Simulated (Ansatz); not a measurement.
A geometry of Ag away from equilibrium: step 3 of the relaxation of a relaxed Ag cell displaced along its unstable phonon at q = (½, ½, ½) of its primitive reciprocal cell (51i cm⁻¹), largest move 0.15 Å. The numbers are results of PBEsol (plane waves to 420 eV, PAW, scalar-relativistic; Ansatz, a quantum-chemistry and plane-wave program), not measurements. Γ-centred k-mesh 13×13×13 on the run's cell (coarser than for final values), Fermi–Dirac smearing 0.05 eV. The plane waves were selected for a different cell earlier on the path.

```
Ag
1.0
   -4.96282     5.20302     2.73736
    0.00000     0.00000     2.73736
    0.00000     5.20302     0.00000
Ag
4
Direct
  0.00000   0.25973   0.40385
  0.50000   0.25973   0.59615
  0.00000   0.99027   0.90385
  0.50000   0.99027   0.09615
```

Q: Give the Cartesian forces on all atoms (eV/Å).

A: 
| atom | Fx | Fy | Fz |
|---|---|---|---|
| Ag1 | 0.00 | -0.36 | 0.12 |
| Ag2 | 0.00 | 0.36 | 0.12 |
| Ag3 | 0.00 | -0.36 | -0.12 |
| Ag4 | 0.00 | 0.36 | -0.12 |

The path ends in P6₃/mmc (No. 194) (hcp (Mg type)). No spin polarisation in the result.

The run could not lose the symmetry of its start, so the end can be a saddle point.

The end of the path is a generated cell of Ag: the first start was made by placing the elements on the sites of a structure type, and the end was not matched to a known phase here, so it may be hypothetical. Known forms of Ag include space group No. 225.
